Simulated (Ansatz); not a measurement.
**Phonon dispersion of CsTl**

Theory: DFT PBE, scalar-relativistic, plane waves, PAW in Ansatz 0.2.0. Settings: 420 eV plane-wave cutoff, Γ-centred 12×12×12 mesh, Fermi-Dirac smearing of 0.15 eV. No spin polarisation. Phonons by linear response, acoustic sum rule imposed.

Relaxed structure:
```
CELL_PARAMETERS angstrom
4.68683 0.00000 0.00000
0.00000 4.68683 0.00000
0.00000 0.00000 4.68683
ATOMIC_POSITIONS crystal
Cs 0.50000 0.50000 0.50000
Tl 0.00000 0.00000 0.00000
```

The cell was found from a structure generator's guess, not taken from experiment. In a metal, frequencies and elastic constants depend on the k mesh and the smearing, soft modes and shear constants most. Some empty bands missed the eigensolver's threshold. Spin–orbit coupling is left out, which matters for heavy elements.

Force constants from linear response on a 2×2×2 q mesh.

Question: Is the structure dynamically stable on this mesh?

Answer: No: at q = (0.000, -0.500, -0.500) a mode is imaginary, 22i cm⁻¹.

Question: Give the frequencies (cm⁻¹; i marks imaginary ones) at the irreducible q points, in fractions of the reciprocal vectors.

Answer:
```json
{"q": "0.000 0.000 0.000", "star": "1", "frequencies": "0 0 0 51 51 51"}
{"q": "0.000 0.000 -0.500", "star": "3", "frequencies": "8 33 33 41 41 53"}
{"q": "0.000 -0.500 -0.500", "star": "3", "frequencies": "22i 22i 34 40 57 57"}
{"q": "-0.500 -0.500 -0.500", "star": "1", "frequencies": "6 6 6 53 53 53"}
```
